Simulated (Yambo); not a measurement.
# How GW settings move the gap: BiBr3 monolayer

G0W0@PBEsol for a free-standing BiBr3 monolayer (symmetry C2/m, slab cell 16.3 Å high) in Yambo. Reference settings: 2×2×1 Γ-centred k mesh, 206 bands and a 5 Ry block in the screening, 206 bands in G with the Bruneval-Gonze terminator, plasmon pole fitted at 27.2 eV, slab-truncated Coulomb interaction, stochastic integration of W near q = 0. The PBEsol gap (-0.5, -0.5) → Γ on this mesh is 2.98 eV; G0W0 gaps are taken between the same points.

```
change from the reference       G0W0 gap (-0.5, -0.5) → Γ (eV)  shift of the valence edge (eV)        rough Yambo cost
------------------------------  ------------------------------  ------------------------------  ----------------------
reference settings                                        4.67                           -0.76                       1
86 bands in W, 86 bands in G                              4.77                           -0.51               about 1/3
138 bands in W, 138 bands in G                            4.69                           -0.65  within a factor of two
86 bands in G                                             4.72                           -0.61                       –
138 bands in G                                            4.68                           -0.71                       –
104 bands in W                                            4.67                           -0.65               about 1/2
no stochastic integration of W                            6.08                           -1.57                       –
3 Ry block                                                4.59                           -0.69  within a factor of two
pole fitted at 55 eV                                      4.70                           -0.80                       –
86 bands in G, no terminator                              4.70                           -0.07                       –
138 bands in G, no terminator                             4.66                           -0.34                       –
no terminator                                             4.64                           -0.50                       –
```

The reference isn't shown to be the converged limit. Costs are rough (shared machines), scaled to the same edge states, and given only for runs that recompute the screening. Without the stochastic integration, the mesh misses the sharp change of W near q = 0 in a layer: the 1.42 eV of that row are a sampling artefact.

Spin-orbit coupling is left out; with 6p states at a band edge it can lower the gap by many tenths of an eV, most of a small gap.

The standard potential for Bi keeps a d shell in the valence without the s and p states of that shell. In tests on such compounds this moved G0W0 gaps by up to about 0.9 eV, so absolute quasiparticle energies here are unreliable; differences between settings are what counts.

Geometry relaxed with PBEsol; primitive cell a = 7.2006 Å, b = 7.2006 Å, c = 16.3000 Å, α = 90.00°, β = 90.00°, γ = 119.93°.

This is a model layer cut from the bulk structure; whether it is stable on its own was not checked.

A shift is the quasiparticle energy of the state minus its PBEsol energy.
